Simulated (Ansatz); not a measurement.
# TiO₂ under pressure: fit and missing row

TiO₂, I4/m, a = 8.698 Å, c = 3.762 Å. This isn't the usual stable structure of the compound. Ansatz: r2SCAN, PAW, 500 eV, Γ-centred 8×8×8 mesh on 12 atoms, Gaussian smearing 0.02 eV; no spin polarisation. Cell and atoms are relaxed at each pressure, and no other structure is tried.

```tsv
V (Å³/atom)	P (GPa)
?	9.97
11.575	5.00
11.744	1.96
11.858	0.02
11.988	-2.02
```

**Question.** Take V0 = 11.858 Å³/atom, count pressures from its P0 = 0.02 GPa, fit the third-order Birch–Murnaghan form to the other rows, and predict the missing volume.

**Answer.** With the Eulerian strain f = ½[(V0/V)^(2/3) − 1] and y = (P − P0)/[3f(1 + 2f)^(5/2)], the form is the line y = B0 + 1.5 B0 (B0′ − 4) f. Rows (f, y): 0.00812, 196.4; 0.00323, 197.0; -0.00362, 191.3. Means f = 0.002577, y = 194.90; Σ(Δf)² = 6.955×10⁻⁵, ΣΔfΔy = 0.03199; the slope is their ratio. y = 193.7 + 460.0 f GPa, so B0 = 193.7 GPa and B0′ = 4 + 2 × (460.0)/(3 × 193.7) = 5.58. P = 9.97 GPa is met at f = 0.01532 (y = 200.75), so V = V0 (1 + 2f)^(−3/2) = 11.333 Å³/atom. The run gave 11.327 Å³/atom, so the fit is 0.006 Å³/atom too high, a small miss on the scale of the series. The form still works here, 71 % of the fitted range beyond its end.